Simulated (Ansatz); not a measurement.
SiC:
```
SiC
1.0
    0.00000     2.18987     2.18987
    2.18987     0.00000     2.18987
    2.18987     2.18987     0.00000
C Si
1 1
Cartesian
  3.28481   3.28481   3.28481
  0.00000   0.00000   0.00000
```

Relaxed with PBE.

Question: Give the Bader charges and basin volumes of the independent atoms, PBE in the plane-wave PAW code Ansatz.

Answer: 

```
atom  Bader charge (e)  Bader volume (Å³)
----  ----------------  -----------------
C1               -2.75               16.3
Si2              +2.75                4.7
```

Space group F-43m (zinc blende). The cell was relaxed with PBE under the symmetry of its start.

Potentials: the later of the program's two PAW sets.
